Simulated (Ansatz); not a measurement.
HfO₂ (Pca2_1), relaxed with r²SCAN (Ansatz, a first-principles code, plane waves, PAW): a = 5.2467 Å, b = 5.0306 Å, c = 5.0594 Å, α = 90.00°, β = 90.00°, γ = 90.00°.

```
Property  Result
--------  ------
gap (eV)    4.94
```

The same phase is relaxed and computed with HSE06 in the same code. What are the cell and these values now?

a = 5.2446 Å, b = 5.0342 Å, c = 5.0615 Å, α = 90.00°, β = 90.00°, γ = 90.00°.

* **gap (eV)**: 6.08

All cells were relaxed under the symmetry of their starts (and spin orders); stability against distortions was not tested throughout. Rows with no word on spin ran without spin polarisation. Spin–orbit coupling is left out wherever it is not named.

Potentials: the later of the program's two PAW sets.

Ansatz is a plane-wave DFT program.
